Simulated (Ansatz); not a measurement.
# Two Ansatz runs on Pd

The geometry is COD entry 9009820, unchecked; take it as a test cell.

First run: DFT, PBE, PAW with Ansatz's default frozen-core files, scalar-relativistic (Ansatz 0.2.0).

Command: `ansatz run input.yaml --threads 1 --pin off --max-ram 2048MiB --backend cpu --events-out ev --progress --plain --runs-dir out` The run took about 10 s on 1 thread of a shared machine.

```yaml
crystal:
  lattice:
    - [0.0, 1.9465, 1.9465]
    - [1.9465, 0.0, 1.9465]
    - [1.9465, 1.9465, 0.0]
  atoms:
    - { symbol: Pd, position: [0.0, 0.0, 0.0] }
kpoints:
  mp_grid: { grid: [14, 14, 14] }
scf:
  occupations: { method: fermi_dirac, width: 0.05 }
hamiltonian:
  xc: pbe
  pseudopotentials: { kind: paw }
output:
  forces: true
  stress: true
  efg: { contact_densities: true }
relax:
  f_tol: 0.005
  max_steps: 80
  cell: {}
```

Result: converged; relaxed volume 15.349 Å³/atom; 27 SCF iterations in all.

Spin polarisation is left out, and whether a magnetic state lies lower isn't shown here.

The input is then changed:

```diff
@@ -9,5 +9,5 @@
   mp_grid: { grid: [14, 14, 14] }
 scf:
-  occupations: { method: fermi_dirac, width: 0.05 }
+  occupations: { method: tetrahedron_uncorrected }
 hamiltonian:
   xc: pbe
@@ -17,4 +17,8 @@
   stress: true
   efg: { contact_densities: true }
+  write_density: true
+  write_potential: true
+  elf: true
+  volumetric_format: npy
 relax:
   f_tol: 0.005
```

(1) What does the second run give?

Results:

(1) It converged; energy at zero smearing +17.1 meV/atom from the first run; relaxed volume 15.364 Å³/atom; 27 SCF iterations in all.
